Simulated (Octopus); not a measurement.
MoS₂ (P63/mmc, No. 194):
```
CELL_PARAMETERS angstrom
      3.19224     0.00000     0.00000
     -1.59612     2.76456     0.00000
      0.00000     0.00000    13.37829
ATOMIC_POSITIONS crystal
  Mo 0.66667 0.33333 0.25000
  Mo 0.33333 0.66667 0.75000
  S  0.66667 0.33333 0.63308
  S  0.33333 0.66667 0.36692
  S  0.33333 0.66667 0.13308
  S  0.66667 0.33333 0.86692
```
The cell is a database entry, not relaxed again. Its spacing of the layers comes from a density-functional relaxation and may be several per cent too wide, which shifts gaps by tenths of an eV.

Computed with Octopus (real-space grid): LDA, grid spacing about 0.16 Å, Γ-centred 12×12×2 k-mesh, no spin polarisation, PseudoDojo 0.4 LDA potentials.

On this mesh LDA separates the highest filled and lowest empty band by 1.19 eV, with a smallest direct gap of 1.62 eV.

**Question.** What does PBEsol give on the same cell and mesh, with PseudoDojo 0.4 PBEsol potentials?

**Answer.** 1.20 eV, smallest direct 1.62 eV.
